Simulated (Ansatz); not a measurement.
ZrSe2 (anatase, I4_1/amd), the program Ansatz at the PBE level (PAW), all energies at zero smearing, with the estimated change up to a 700 eV cutoff added, with one set of potentials and settings (totals compare only within such a set). Cell of 6 atoms (2 Zr, 4 Se): -30251.250 eV.

```json
[
 {"element": "Zr", "reference phase": "P6_3/mmc, 2 atoms in the cell", "E (eV/atom)": "-4183.8362"},
 {"element": "Se", "reference phase": "P3_121, 3 atoms in the cell", "E (eV/atom)": "-5469.0798"}
]
```

Formation energy per atom, worked out: (-30251.250 − 2×(-4183.8362) − 4×(-5469.0798))/6 = -1.210 eV/atom (-117 kJ per mol of atoms), at 0 K, without zero-point energy or fitted corrections.

A made-up cell: these elements were put on the sites of a structure type; neither database checked (COD, Materials Project) lists it. COD files the formula under space group No. 164, so this cell is another polymorph or a model. Its standing as an ambient phase is unchecked. The cell was relaxed with PBE under the symmetry of its start; whether a distortion lowers the energy is not shown. The run is not spin-polarised. The references are the lowest solids computed at this level, not always the standard phases.

Potentials: the later of the program's two PAW sets.
